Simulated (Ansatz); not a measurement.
KTaO$_{3}$: the gap against volume

KTaO$_{3}$, Pm-3m, a = 3.990 Å. The structure is a COD entry; whether it is the stable form wasn't checked. Ansatz: r2SCAN, PAW, 500 eV, Γ-centred 6×6×6 mesh on 5 atoms, Gaussian smearing 0.02 eV; no spin polarisation. Symmetry fixes shape and atoms, so the cell is only scaled; x = ln(V/V0) with V0 = 12.706 Å³/atom. The gap is read at the mesh points alone.

```tsv
x	gap y (eV)
-0.0619	2.783
-0.0305	2.704
0.0000	2.625
0.0296	?
0.0583	2.468
```

Fit a straight line to the other rows, give the volume deformation potential of the gap and its pressure coefficient, and predict the missing gap. B0 = 209.0 GPa.

Means x = -0.008525, y = 2.6450; Σ(Δx)² = 0.007870, ΣΔxΔy = -0.02066; the slope is their ratio. y = 2.6226 − 2.6252 x. The slope is the deformation potential a = dE_g/d ln V = -2.63 eV, and dE_g/dP = −a/B0 = 12.6 meV/GPa. At x = 0.0296 the fit asked for gives 2.545 eV. The run gave 2.547 eV, so the fit is 0.002 eV too low, within twice the rms miss on the fitted rows (0.002 eV).

Spin-orbit coupling is left out, which matters for the bands of heavy elements. Semilocal functionals give gaps under the measured ones; changes of the gap mostly carry over better.

Symmetry holds off the tilts and polar distortions that many cubic perovskites undergo.